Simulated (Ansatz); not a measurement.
InP:
```cif
data_In2P2
_chemical_formula_sum 'In2 P2'
_space_group_name_H-M_alt 'P63/mmc'
_space_group_IT_number 194
_space_group_name_Hall '-P 6c 2c'
_cell_length_a 3.85506
_cell_length_b 3.85506
_cell_length_c 6.55244
_cell_angle_alpha 90.000
_cell_angle_beta 90.000
_cell_angle_gamma 120.000
loop_
_atom_site_label
_atom_site_type_symbol
_atom_site_symmetry_multiplicity
_atom_site_Wyckoff_symbol
_atom_site_fract_x
_atom_site_fract_y
_atom_site_fract_z
_atom_site_occupancy
In1 In 2 a 0.00000 0.00000 0.00000 1
P1 P 2 c 0.33333 0.66667 0.25000 1
```

Relaxed at zero pressure with plane-wave PAW r²SCAN (Ansatz code).

The volume is raised by 9 % and shape and atoms relax at that volume. What pressure results, and how do the axes share the change?

-5.7 GPa; a 3.2 %, b 3.2 %, c 2.4 %; the energy rises by 37 meV/atom.

Give the new structure.


Space group P6₃/mmc (No. 194); a = b = 3.9773 Å, c = 6.7100 Å, α = β = 90.00°, γ = 120.00°

```csv
atom,site,symmetry,x,y,z
In,2a,-3m.,0.0000,0.0000,0.0000
P,2c,-6m2,0.3333,0.6667,0.2500
```

The phase is kept; no other phase was compared at this pressure.

Space group P6_3/mmc (NiAs type). The start of the workflow was typed in or built on a structure type; neither database checked (COD, Materials Project) lists it. It is not the phase usual at ambient conditions (space group No. 216). Symmetry was held in the r²SCAN relaxation; its stability against distortions is not shown here.

Potentials: the earlier of the program's two PAW sets.
